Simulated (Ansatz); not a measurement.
YZn (CsCl type, Pm-3m), PBE (plane waves, PAW; program Ansatz), all energies at zero smearing, with the estimated change up to a 700 eV cutoff added, with one set of potentials and settings (totals compare only within such a set). Cell of 2 atoms (1 Y, 1 Zn): -7168.439 eV.

```tsv
element	reference phase	E (eV/atom)
Y	P6_3/mmc, 2 atoms in the cell	-3848.6668
Zn	C2/m, 3 atoms in the cell	-3319.0295
```

Formation energy per atom, worked out: (-7168.439 − 1×(-3848.6668) − 1×(-3319.0295))/2 = -0.371 eV/atom (-36 kJ per mol of atoms), at 0 K, without zero-point energy or fitted corrections.

The first step of the workflow began from a Materials Project structure, measured or hypothetical; the Crystallography Open Database files this formula in space group No. 221, but the cells were not matched. Whether it is the stable phase at ambient conditions was not checked. The cell was relaxed with PBE under the symmetry of its start; whether a distortion lowers the energy is not shown. The run is not spin-polarised. The references are the lowest solids computed at this level, not always the standard phases.

Potentials: the later of the program's two PAW sets.
